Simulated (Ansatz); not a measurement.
## What DFT gives for ZnCdMo$_{4}$

```xyz
6
Lattice="3.9036 3.8069 0.0000 3.9036 -3.8069 0.0000 0.0000 0.0000 -3.9064" Properties=species:S:1:pos:R:3 pbc="T T T"
Mo    1.2413    0.0000   -1.9532
Mo    6.5658    0.0000   -1.9532
Cd    3.9036    0.0000   -1.9532
Mo    3.9036   -1.6903    0.0000
Mo    3.9036    1.6903    0.0000
Zn    0.0000    0.0000    0.0000
```

Single point in Ansatz 0.2.0 with PBEsol, no spin polarisation. Cutoff 420 eV, PAW datasets, 6×6×9 Γ-centred k mesh, fermi-dirac filling (width 0.1 eV).

Question: Is it stable against the elements?

Answer: 2.24 eV an atom against the elements' usual phases (free molecules for gases, crystals otherwise, with no correction for O₂ or N₂), so at this geometry it isn't bound against them. Relaxing would lower it.

Question: Which element gives electrons and which takes them?

Answer: Bader charges in e: Zn -0.64, Cd -0.72, Mo +0.33 to +0.36. In the mean Mo gives up most and Cd takes most, against the order of Pauling's electronegativities.

Question: Which atom feels the largest force, and which way?

Answer: The largest is on Mo4 (and as large on other atoms): 3.38 eV/Å, components (0.00, 3.38, 0.00). It makes 180° with the line to a nearest neighbour, Zn6 at 2.12 Å, pointing away from it.

Question: What does the stress say?

Answer: The pressure is 10.0 GPa (compression positive), so with the atoms held at these fractions the cell would first expand; the forces are large, so a full relaxation may end otherwise. The principal stresses -2.9, 12.2, 20.9 GPa differ, so its shape would change too.

Question: Describe some of the short contacts.

Answer: Mo–Zn at 2.12 Å: least valence density 0.81 e/Å³ and ELF 0.31 there. Mo–Mo at 2.48 Å: least valence density 0.67 e/Å³ and ELF 0.41 there. Cd–Mo at 2.58 Å: least valence density 0.41 e/Å³ and ELF 0.25 there. These are pseudo-fields; inside the PAW spheres they differ from the all-electron ones.

Question: What happens at the Fermi level?

Answer: It is a metal, with about 4.9 states/eV a cell as the mean within 0.25 eV of the Fermi level, mostly Mo d (90 %).

Origin: a known structure type with other elements, at an estimated volume, so it need not be a known compound. Caveats: atoms or cell far from equilibrium.
